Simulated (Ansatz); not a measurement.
The relaxed structure here is a generated cell of CdS: the first start was made by placing the elements on the sites of a structure type, and the end was not matched to a known phase here, so it may be hypothetical. Known forms of CdS include space group No. 186, 216.

One stationary structure of CdS. Space group P4₂/mmc (No. 131). Computed with r2SCAN (plane waves to 500 eV, PAW, scalar-relativistic; Ansatz, an electronic-structure program).

```xyz
4
Lattice="3.8426 0.0000 0.0000 0.0000 3.8426 0.0000 0.0000 0.0000 7.0183" Properties=species:S:1:pos:R:3 pbc="T T T"
Cd     0.0000     1.9213     0.0000
Cd     1.9213     0.0000     3.5091
S      0.0000     0.0000     1.7546
S      0.0000     0.0000     5.2637
```

For CdS, the volume per atom is 25.91 Å³, the band gap is no gap (metallic) and the shortest distances is Cd–S 2.60 Å; S–S 3.51 Å. The k-mesh is 9×9×5.

Band energies at high-symmetry points (eV from the Fermi level; labels of this space group; no spin-orbit coupling), from −5 eV up to 5.0 eV:

```tsv
point	energies
Γ	-2.33 -2.33 -1.82 -0.65 -0.65 -0.21 3.77 3.99
X	-4.87 -3.59 -1.85 -0.84 -0.57 0.21 2.66 4.14
M	-4.41 -4.34 -4.34 -3.32 -3.32 -0.02 0.66 2.74 2.74 3.26
Z	-4.35 -4.35 -1.96 -1.96 -1.19 -1.19 1.86 1.86
R	-4.33 -3.46 -2.95 -1.81 -0.65 2.19 2.34 3.93
A	-4.30 -4.30 -3.44 -3.44 -2.37 -2.37 1.54 1.54 3.58 3.58
```

No spin polarisation in the result.

The run could not lower the symmetry of its start; a shaken copy of this end point relaxes with r2SCAN to Fm-3m (No. 225), 0.26 eV/atom lower.
